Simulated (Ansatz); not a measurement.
Relaxation of a relaxed TiC cell displaced along its unstable phonon at q = (½, ½, 0) of its primitive reciprocal cell (126i cm⁻¹), largest move 0.15 Å; 8 atoms in the cell, which starts as P2₁2₁2 (No. 18), oP8; a = b = 5.6254 Å, c = 2.5867 Å, α = β = γ = 90.00°. The numbers are results of PBEsol (plane waves to 420 eV, PAW, scalar-relativistic; Ansatz, a program for electronic structure), not measurements. Γ-centred k-mesh 8×8×12 on the run's cell (coarser than for final values), Fermi–Dirac smearing 0.05 eV. This is the first round of the run. 

The optimiser's lines from the output (shortened; P is positive under compression):

```
relax step   1: F+E_penalty+E_count = -10882.45520213 eV  Δ(F+E_penalty+E_count) = +0.000e0 eV  max|allowed force component| = 4.129e-1 eV/Å  Δτ_max = 0.0000 Å  P = -0.029 GPa  Ω = 81.857 Å³  (8 SCF iters, dr2 threshold 1.00e-7 eV, accepted)
relax step   2: F+E_penalty+E_count = -10882.52613010 eV  Δ(F+E_penalty+E_count) = -7.093e-2 eV  max|allowed force component| = 5.087e-1 eV/Å  Δτ_max = 0.0529 Å  P = +0.091 GPa  Ω = 82.279 Å³  (6 SCF iters, dr2 threshold 8.00e-7 eV, accepted)
relax step   3: F+E_penalty+E_count = -10883.00700693 eV  Δ(F+E_penalty+E_count) = -4.809e-1 eV  max|allowed force component| = 1.001e0 eV/Å  Δτ_max = 0.1998 Å  P = +0.025 GPa  Ω = 83.516 Å³  (6 SCF iters, dr2 threshold 8.00e-7 eV, accepted)
relax step   4: F+E_penalty+E_count = -10883.86723664 eV  Δ(F+E_penalty+E_count) = -8.602e-1 eV  max|allowed force component| = 1.343e0 eV/Å  Δτ_max = 0.1947 Å  P = -0.966 GPa  Ω = 84.250 Å³  (6 SCF iters, dr2 threshold 8.00e-7 eV, accepted)
relax step   5: F+E_penalty+E_count = -10884.63012868 eV  Δ(F+E_penalty+E_count) = -7.629e-1 eV  max|allowed force component| = 4.486e-1 eV/Å  Δτ_max = 0.1950 Å  P = +0.484 GPa  Ω = 84.394 Å³  (6 SCF iters, dr2 threshold 8.00e-7 eV, accepted)
relax step   6: F+E_penalty+E_count = -10884.95955884 eV  Δ(F+E_penalty+E_count) = -3.294e-1 eV  max|allowed force component| = 6.233e-1 eV/Å  Δτ_max = 0.1082 Å  P = +2.985 GPa  Ω = 84.673 Å³  (6 SCF iters, dr2 threshold 8.00e-7 eV, accepted)
relax step   7: F+E_penalty+E_count = -10885.42029855 eV  Δ(F+E_penalty+E_count) = -4.607e-1 eV  max|allowed force component| = 4.544e-1 eV/Å  Δτ_max = 0.2000 Å  P = -0.672 GPa  Ω = 85.864 Å³  (7 SCF iters, dr2 threshold 8.00e-7 eV, accepted)
relax step   8: F+E_penalty+E_count = -10885.85300328 eV  Δ(F+E_penalty+E_count) = -4.327e-1 eV  max|allowed force component| = 3.820e-1 eV/Å  Δτ_max = 0.2000 Å  P = +2.147 GPa  Ω = 83.071 Å³  (6 SCF iters, dr2 threshold 8.00e-7 eV, accepted)
relax step   9: F+E_penalty+E_count = -10885.94368609 eV  Δ(F+E_penalty+E_count) = -9.068e-2 eV  max|allowed force component| = 9.402e-3 eV/Å  Δτ_max = 0.0944 Å  P = +1.040 GPa  Ω = 83.385 Å³  (6 SCF iters, dr2 threshold 8.00e-7 eV, accepted)
relax step  10: F+E_penalty+E_count = -10885.94459417 eV  Δ(F+E_penalty+E_count) = -9.081e-4 eV  max|allowed force component| = 1.715e-3 eV/Å  Δτ_max = 0.0021 Å  P = -0.146 GPa  Ω = 83.754 Å³  (6 SCF iters, dr2 threshold 8.00e-7 eV, accepted)
relax step  11: F+E_penalty+E_count = -10885.94471260 eV  Δ(F+E_penalty+E_count) = -1.184e-4 eV  max|allowed force component| = 6.232e-4 eV/Å  Δτ_max = 0.0003 Å  P = -0.001 GPa  Ω = 83.711 Å³  (6 SCF iters, dr2 threshold 3.37e-7 eV, accepted)
relax step  12: F+E_penalty+E_count = -10885.98226777 eV  Δ(F+E_penalty+E_count) = -3.756e-2 eV  max|allowed force component| = 1.592e-3 eV/Å  Δτ_max = 0.0000 Å  P = +0.538 GPa  Ω = 83.711 Å³  stress off target by 1.53e0 GPa  SCF on the basis re-selected at this cell (its energy is not comparable with the rows above)  (7 SCF iters)
relax step  13: F+E_penalty+E_count = -10885.98378853 eV  Δ(F+E_penalty+E_count) = -1.521e-3 eV  max|allowed force component| = 2.673e-3 eV/Å  Δτ_max = 0.0007 Å  P = +0.045 GPa  Ω = 83.895 Å³  (6 SCF iters, dr2 threshold 8.00e-7 eV, accepted)
relax step  14: F+E_penalty+E_count = -10885.98378028 eV  Δ(F+E_penalty+E_count) = +8.247e-6 eV  max|allowed force component| = 7.464e-4 eV/Å  Δτ_max = 0.0004 Å  P = -0.002 GPa  Ω = 83.913 Å³  (6 SCF iters, dr2 threshold 4.46e-8 eV, accepted)
relax step  15: F+E_penalty+E_count = -10885.98406279 eV  Δ(F+E_penalty+E_count) = -2.825e-4 eV  max|allowed force component| = 7.655e-4 eV/Å  Δτ_max = 0.0000 Å  P = -0.003 GPa  Ω = 83.913 Å³  stress off target by 5.03e-3 GPa  SCF on the basis re-selected at this cell (its energy is not comparable with the rows above)  (8 SCF iters)
```

From the first to the last row the energy changes by -0.44 eV/atom and the volume by +2.5 %. The last row is marked as not comparable with the walk above it, whose basis was carried along; it does compare with step 1, since both stand on a basis selected at the nominal cutoff for their own cell.

Later rounds, restarted from the end of this one on a renewed k-mesh, logged 4 more steps and released under 0.01 eV/atom more. The final structure after all rounds: P6₃/mmc (No. 194), hP4, NiAs type; a = b = 3.0116 Å, c = 5.3418 Å, α = β = 90.00°, γ = 120.00°. Between re-selections the logged energies stand on a plane-wave basis carried along with the cell. No spin polarisation in the result.

The run could not lose the symmetry of its start: the end is stationary, and may be a saddle point rather than a minimum.

The relaxed structure here is a generated cell of TiC: the first start was made by placing the elements on the sites of a structure type, and the end was not matched to a known phase here, so it may be hypothetical. Known forms of TiC include space group No. 225.
